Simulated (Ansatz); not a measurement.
CuI (zinc blende, F-43m), PBE in the plane-wave PAW code Ansatz. The conduction-band minimum lies at Γ, with 1 equivalent valley. Second derivatives d²E/dk² of the lowest band at one valley (eV·Å²), along Cartesian directions:

| direction | d²E/dk² |
|---|---|
| [100] | 50.74 |
| [010] | 50.74 |
| [001] | 50.74 |
| [110] | 50.70 |
| [101] | 50.70 |
| [011] | 50.70 |

Find the principal effective masses, the density-of-states mass and the conductivity mass.

Off-diagonal terms follow from H_xy = H[110] − (H_xx + H_yy)/2, and m*/mₑ = 7.620 eV·Å² over each eigenvalue: 0.15, 0.15, 0.15. One valley's DOS mass (m₁m₂m₃)^(1/3) = 0.15, conductivity mass 3/(Σ 1/mᵢ) = 0.15 mₑ.

What effective density of states Nc follows at 300 K for parabolic valleys?

Nc = 2.509e19 × 1 × (0.15)^(3/2) ≈ 1.5e18 cm⁻³.

With the computed static dielectric constant 8.08 (mean of the diagonal), estimate a hydrogenic donor's binding energy and radius.

E = 13.606 eV × 0.15/8.08² ≈ 31 meV; a = 0.529 Å × ε/m* ≈ 28 Å. Semilocal masses tend to be too small where the gap is.

With ε∞ = 6.37 and ω_LO = 138 cm⁻¹, what Fröhlich coupling constant follows?

α = (1/ε∞ − 1/ε0) √(m* × 13.606 eV/ħω_LO) = 0.36.

Symmetry was held in the PBE relaxation; phonons on a q-mesh show no instability. The run is not spin-polarised. Scalar-relativistic: spin–orbit coupling is off unless named, which matters more the heavier the elements.

Potentials: the later of the program's two PAW sets.
